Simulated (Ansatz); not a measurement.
Si2Ni:
Space group Fm-3m (No. 225); a = b = c = 5.388 Å, α = β = γ = 90.00°

```
atom  site  symmetry       x       y       z
----  ----  --------  ------  ------  ------
Ni      4a      m-3m  0.0000  0.0000  0.0000
Si      8c      -43m  0.2500  0.2500  0.2500
```
(The calculation used a cell of 3 atoms; values per cell refer to that cell.)

Relaxed with PBEsol.

Which orbitals make up the states near the Fermi level in the program Ansatz at the PBEsol level (PAW)?

Within 0.5 eV of the Fermi level: Ni 3d 33 %, Si 3p 30 %, Si 3s 29 %, outside the projected shells 7 %. Projections are on Löwdin-orthogonalised atomic valence shells; empty p or d shells of many metals are not among them.

Tabulate the density of states.

States/eV per cell of 3 atoms, in 0.25 eV bins, energy from the Fermi level.

| E (eV) | total | Ni 3d | Si 3p | Si 3s |
|---|---|---|---|---|
| -7.85 | 0.75 | 0.15 | 0.27 | 0.30 |
| -7.60 | 0.87 | 0.19 | 0.34 | 0.31 |
| -7.35 | 0.85 | 0.19 | 0.36 | 0.26 |
| -7.10 | 0.80 | 0.17 | 0.40 | 0.18 |
| -6.85 | 0.75 | 0.17 | 0.40 | 0.15 |
| -6.60 | 0.84 | 0.19 | 0.48 | 0.13 |
| -6.35 | 0.90 | 0.23 | 0.52 | 0.11 |
| -6.10 | 1.02 | 0.28 | 0.59 | 0.10 |
| -5.85 | 1.18 | 0.37 | 0.66 | 0.10 |
| -5.60 | 1.47 | 0.52 | 0.78 | 0.09 |
| -5.35 | 2.70 | 1.29 | 1.23 | 0.09 |
| -5.10 | 3.62 | 1.90 | 1.51 | 0.10 |
| -4.85 | 3.31 | 1.97 | 1.20 | 0.07 |
| -4.60 | 2.05 | 1.11 | 0.84 | 0.05 |
| -4.35 | 2.72 | 1.75 | 0.80 | 0.08 |
| -4.10 | 2.05 | 1.47 | 0.46 | 0.05 |
| -3.85 | 3.52 | 2.89 | 0.48 | 0.03 |
| -3.60 | 6.23 | 5.53 | 0.44 | 0.03 |
| -3.35 | 5.85 | 5.27 | 0.32 | 0.06 |
| -3.10 | 2.79 | 2.29 | 0.29 | 0.06 |
| -2.85 | 2.20 | 1.56 | 0.46 | 0.07 |
| -2.60 | 2.19 | 1.39 | 0.61 | 0.07 |
| -2.35 | 2.25 | 1.28 | 0.77 | 0.07 |
| -2.10 | 1.72 | 0.79 | 0.75 | 0.07 |
| -1.85 | 1.42 | 0.54 | 0.72 | 0.06 |
| -1.60 | 1.20 | 0.37 | 0.67 | 0.06 |
| -1.35 | 0.87 | 0.26 | 0.48 | 0.05 |
| -1.10 | 0.67 | 0.19 | 0.36 | 0.05 |
| -0.85 | 0.53 | 0.14 | 0.28 | 0.05 |
| -0.60 | 0.43 | 0.10 | 0.23 | 0.05 |
| -0.35 | 0.62 | 0.21 | 0.19 | 0.17 |
| -0.10 | 0.81 | 0.30 | 0.21 | 0.24 |
| 0.15 | 0.96 | 0.33 | 0.27 | 0.29 |
| 0.40 | 1.13 | 0.34 | 0.35 | 0.34 |
| 0.65 | 1.25 | 0.33 | 0.45 | 0.36 |
| 0.90 | 1.47 | 0.32 | 0.60 | 0.41 |
| 1.15 | 1.60 | 0.28 | 0.71 | 0.46 |
| 1.40 | 1.16 | 0.18 | 0.51 | 0.30 |
| 1.65 | 0.60 | 0.09 | 0.23 | 0.09 |
| 1.90 | 0.57 | 0.09 | 0.25 | 0.03 |
| 2.15 | 2.02 | 0.34 | 1.12 | 0.20 |
| 2.40 | 1.92 | 0.25 | 1.01 | 0.24 |
| 2.65 | 1.75 | 0.18 | 0.88 | 0.20 |
| 2.90 | 1.41 | 0.13 | 0.71 | 0.19 |
| 3.15 | 1.32 | 0.11 | 0.68 | 0.18 |
| 3.40 | 0.98 | 0.08 | 0.53 | 0.15 |
| 3.65 | 1.10 | 0.07 | 0.57 | 0.16 |
| 3.90 | 1.74 | 0.11 | 0.85 | 0.18 |
| 4.15 | 1.54 | 0.09 | 0.76 | 0.15 |
| 4.40 | 1.51 | 0.07 | 0.76 | 0.13 |
| 4.65 | 1.60 | 0.07 | 0.80 | 0.13 |

The PBEsol relaxation kept the symmetry of its start. The workflow began spin-polarised and lost its moments.

Potentials: the later of the program's two PAW sets.
